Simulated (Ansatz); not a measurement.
GaCuSe2:
```xyz
8
Lattice="-2.8252 2.8252 5.5541 2.8252 -2.8252 5.5541 2.8252 2.8252 -5.5541" Properties=species:S:1:pos:R:3 pbc="T T T"
Cu     0.0000     0.0000     0.0000
Cu     0.0000     2.8252     2.7771
Ga     0.0000     0.0000     5.5541
Ga     2.8252     0.0000     2.7771
Se     1.4202     1.4126     1.3885
Se     1.4126     4.2301    -1.3885
Se     1.4049     1.4126     6.9427
Se     1.4126    -1.4049     4.1656
```

Relaxed with HSE06. Special points in fractions of this cell's reciprocal vectors: Γ (0.000, 0.000, 0.000); X (0.000, 0.000, 0.500); P (0.250, 0.250, 0.250); N (0.000, 0.500, 0.000); M (0.500, 0.500, -0.500); S (0.315, 0.685, -0.315); S0 (-0.315, 0.315, 0.315); R (-0.129, 0.129, 0.500); G (0.500, 0.500, -0.129).

Problem. List the band energies nearest the valence-band maximum at these points for the program Ansatz at the HSE06 level (PAW).

Solution. In eV from the valence-band maximum; about four levels below and three above (degenerate sets whole), none deeper than 8.9 eV; points with the same levels are listed once.

```json
[
 {"k": "Γ", "below": "-1.94 -0.11 -0.11 0.00", "above": "1.36 2.93 3.39"},
 {"k": "X", "below": "-0.94 -0.94 -0.58 -0.58", "above": "2.28 2.28 4.60 4.60"},
 {"k": "P", "below": "-0.97 -0.97 -0.77 -0.77", "above": "2.69 2.69 4.32 4.32"},
 {"k": "N", "below": "-1.57 -1.42 -1.30 -0.63", "above": "3.29 3.72 4.33"},
 {"k": "M", "below": "-1.39 -1.39 -1.07 -1.07", "above": "2.91 2.91 2.97 2.97"},
 {"k": "S", "below": "-1.72 -1.46 -0.84 -0.64", "above": "3.03 3.58 3.60"},
 {"k": "R", "below": "-0.99 -0.99 -0.78 -0.78", "above": "2.57 2.57 5.10 5.10"}
]
```

Space group I-42d (chalcopyrite). The HSE06 relaxation kept the symmetry of its start. The run is not spin-polarised. The hybrid was solved on a coarse mesh, the path and, where they were found, the r²SCAN edge points; its band edges are the extreme levels among these. Spin–orbit coupling is left out wherever it is not named.

Potentials: the later of the program's two PAW sets.
